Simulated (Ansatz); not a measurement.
MgZn₃S₄ in space group C2 (No. 5; Pearson symbol mS64), DFT-PBE in the program Ansatz with PAW potentials. The conduction-band minimum lies at Γ, with 1 equivalent valley. Second derivatives d²E/dk² of the lowest band at one valley (eV·Å²), along Cartesian directions:

```
direction  d²E/dk²
---------  -------
[100]        38.42
[010]        37.60
[001]        29.61
[110]        38.01
[101]        34.34
[011]        33.62
```

### Question
Find the principal effective masses, the density-of-states mass and the conductivity mass.

### Answer
Off-diagonal terms follow from H_xy = H[110] − (H_xx + H_yy)/2, and m*/mₑ = 7.620 eV·Å² over each eigenvalue: 0.20, 0.20, 0.26. One valley's DOS mass (m₁m₂m₃)^(1/3) = 0.22, conductivity mass 3/(Σ 1/mᵢ) = 0.22 mₑ.

### Question
What effective density of states Nc follows at 300 K for parabolic valleys?

### Answer
Nc = 2.509e19 × 1 × (0.22)^(3/2) ≈ 2.6e18 cm⁻³.

The start of the workflow was typed in or built on a structure type; neither database checked (COD, Materials Project) lists it. Its standing as an ambient phase is unchecked. Symmetry was held in the PBE relaxation; its stability against distortions is not shown here. The volume moved by 17 % from the start of the relaxation.

Potentials: the later of the program's two PAW sets.

Edges and masses are those of Kohn–Sham bands, whose gap is no quasiparticle gap.
